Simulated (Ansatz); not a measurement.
Relaxed-ion elastic tensor of Ge2Sb2Te5 in space group P-3m1 (No. 164; Pearson symbol hP9) in GPa (Voigt order), DFT-r²SCAN+D4 in the program Ansatz with PAW potentials; density 6.29 g/cm³, 30.11 Å³ per atom.

```json
[
 {"": "1", "1": "86.5", "2": "18.6", "3": "18.8", "4": "9.6", "5": "0.0", "6": "0.0"},
 {"": "2", "1": "18.6", "2": "86.5", "3": "18.8", "4": "-9.6", "5": "0.0", "6": "0.0"},
 {"": "3", "1": "18.8", "2": "18.8", "3": "40.4", "4": "0.0", "5": "0.0", "6": "0.0"},
 {"": "4", "1": "9.6", "2": "-9.6", "3": "0.0", "4": "21.4", "5": "0.0", "6": "0.0"},
 {"": "5", "1": "0.0", "2": "0.0", "3": "0.0", "4": "0.0", "5": "21.4", "6": "9.6"},
 {"": "6", "1": "0.0", "2": "0.0", "3": "0.0", "4": "0.0", "5": "9.6", "6": "34.0"}
]
```

**Question.** Is the crystal mechanically stable?

**Answer.** Yes: the smallest eigenvalue of C is 16.2 GPa.

**Question.** Work out the Voigt, Reuss and Hill averages.

**Answer.** K_V = 36.2, K_R = 32.0, K_H = 34.1; G_V = 25.8, G_R = 21.2, G_H = 23.5 GPa.

**Question.** Give Young's modulus, Poisson's ratio, Pugh's ratio and the universal anisotropy index.

**Answer.** E = 9KG/(3K + G) = 57.4 GPa; ν = 0.22; K/G = 1.45 (brittle by the Pugh limit of 1.75); A_U = 5G_V/G_R + K_V/K_R − 6 = 1.23.

**Question.** Estimate the sound speeds and the Debye temperature.

**Answer.** v_l = √((K + 4G/3)/ρ) = 3230 m/s, v_t = √(G/ρ) = 1930 m/s, mean 2140 m/s; Θ = (h/k)(3n/4πV)^(1/3) v_m = 205 K.

**Question.** Solve the Christoffel equation for the three sound speeds along x, y, z.

**Answer.** Eigenvalues of C_ijkl n_j n_l equal ρv². In km/s, slowest first: x 1.60, 2.50, 3.71; y 1.78, 2.32, 3.74; z 1.84, 1.84, 2.53.

**Question.** How much does each axis shrink under pressure?

**Answer.** Linear compressibilities β_i = Σ_j S_ij (j = 1 to 3): x 6.1, y 6.1, z 19 per TPa.

Symmetry was held in the r²SCAN+D4 relaxation. At this level the phase is dynamically unstable (imaginary phonons). Scalar-relativistic: spin–orbit coupling is off unless named, which matters more the heavier the elements.

Potentials: the later of the program's two PAW sets.
